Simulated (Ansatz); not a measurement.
## Data sheet: TiAu (DFT)

TiAu:
```xyz
4
Lattice="3.3256 0.0000 0.0000 0.0000 3.3256 0.0000 0.0000 0.0000 6.0869" Properties=species:S:1:pos:R:3 pbc="T T T"
Ti     0.0000     1.6628     5.2588
Ti     1.6628     0.0000     0.8281
Au     0.0000     1.6628     2.1934
Au     1.6628     0.0000     3.8935
```

Space group P4/nmm (No. 129); conventional cell a = b = 3.3256 Å, c = 6.0869 Å, α = β = γ = 90.00°.

Method: DFT-r²SCAN in the program Ansatz with PAW potentials. Structure relaxed to zero pressure with the same functional. Other levels are named where they apply.

### Cell and energy

- Volume per atom = 16.83 Å³
- Density = 12.08 g/cm³
- Formation energy from the elements (no fitted shifts) = -0.47 eV/atom

### Electronic structure

* **Electronic character**: metallic (no gap)
* **Density of states at the Fermi level**: 0.51 states/eV per atom (mean over ±0.08 eV)
* **Gap with spin–orbit coupling**: none (metallic)

### Mechanics

- Bulk modulus (Birch–Murnaghan fit) = 155 GPa
- Pressure derivative B′ = 4.8

### Phonons

Highest zone-centre frequency: 288 cm^-1
Zone-centre stability: no imaginary mode at Γ

### Charges

Bader charges: Ti +1.03, Au -1.03 e

The first step of the workflow began from a Materials Project structure, measured or hypothetical; the Crystallography Open Database copy checked does not list it. COD files the formula under space group No. 221. Whether it is the stable phase at ambient conditions was not checked. Symmetry was held in the r²SCAN relaxation. No spin polarisation was allowed. As this level gives no gap, phonon frequencies hold no LO–TO term and depend on the k-mesh and smearing (Fermi–Dirac, 0.1 eV here). Axis ratios of metals converge slowly with the k-mesh, so a and c are less sure than the volume. The references are the lowest solids computed at this level, not always the standard phases. Scalar-relativistic: spin–orbit coupling is off unless named, which matters more the heavier the elements.

Potentials: the later of the program's two PAW sets.
